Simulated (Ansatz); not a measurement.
Total density of states per atom from r²SCAN in the plane-wave PAW code Ansatz, in 0.25 eV bins, energy from the Fermi level:

```tsv
E (eV)	states/eV/atom
-7.85	0.00
-7.60	0.00
-7.35	0.00
-7.10	0.00
-6.85	0.00
-6.60	0.00
-6.35	0.00
-6.10	0.00
-5.85	0.00
-5.60	0.00
-5.35	0.00
-5.10	0.00
-4.85	0.00
-4.60	0.00
-4.35	0.00
-4.10	0.00
-3.85	0.64
-3.60	0.93
-3.35	0.66
-3.10	0.48
-2.85	1.52
-2.60	1.50
-2.35	1.47
-2.10	1.23
-1.85	1.16
-1.60	0.63
-1.35	0.08
-1.10	0.01
-0.85	0.00
-0.60	0.01
-0.35	0.63
-0.10	1.21
0.15	0.97
0.40	0.59
0.65	0.90
0.90	1.58
1.15	1.34
1.40	3.12
1.65	6.30
```

Q: Which compound is it?
A) Sb, Pm-3m (Sb on 1b)
B) La4Sb3, I-43d (La on 16c, Sb on 12a)
C) TiSb, NiAs type
D) LaCu2, P6/mmm (La on 1a, Cu on 2d)

A: B, La4Sb3, I-43d (La on 16c, Sb on 12a). Within 0.5 eV of the Fermi level: La 5d 81 %, La 4f 8 %, Sb 5p 6 %. Projections are on Löwdin-orthogonalised atomic valence shells; empty p or d shells of many metals are not among them.

The workflow started from an entry of the Crystallography Open Database (COD). Its standing as an ambient phase is unchecked. The r²SCAN relaxation kept the symmetry of its start; its stability against distortions is not shown here. Spin–orbit coupling is left out wherever it is not named.

Potentials: the later of the program's two PAW sets.
